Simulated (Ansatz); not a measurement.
Suppose NaGa₃Sb₃ takes space group Pm-3n (No. 223), with Na on 2a; Ga on 6d; Sb on 6c. Recipe of this trial structure of NaGa₃Sb₃: 4-connected net, two elements alternating, guests in its cages (guest Na).

Method: DFT PBE, scalar-relativistic, plane waves, PAW in Ansatz. Cutoff 420 eV, Γ-centred mesh, Gaussian smearing, no spin polarisation.

Formation energies are uncorrected and refer to the elements' standard structures at the same level.

Question: Give the relaxed lattice parameters and positions.

Answer:

Space group Pm-3n (No. 223). a = 7.686 Å, b = 7.686 Å, c = 7.686 Å, α = 90.00°, β = 90.00°, γ = 90.00°
```
atom  site  symmetry       x       y       z
  Na    2a      m-3.  0.5000  0.5000  0.5000
  Ga    6d     -4m.2  0.5000  0.0000  0.7500
  Sb    6c     -4m.2  0.0000  0.5000  0.7500
```

Na is surrounded by 12 Ga at 4.30 Å and 12 Sb at 4.30 Å (long contacts); Ga is surrounded by 4 Sb at 2.72 Å, 2 Ga at 3.84 Å and 4 Na at 4.30 Å; around Sb lie 4 Ga at 2.72 Å, 2 Sb at 3.84 Å and 4 Na at 4.30 Å.

Question: And its energy and gap?

Answer: The energy over the elements is −0.05 eV/atom and the gap on the 6×6×6 mesh of the 14-atom cell is 0 eV (a metal). A negative formation energy is needed for stability but isn't enough: competing phases decide.

The last run used Gaussian smearing of 0.10 eV. These runs have no spin–orbit coupling, which can matter for Sb. A structure relaxed within its symmetry needn't be a true minimum.
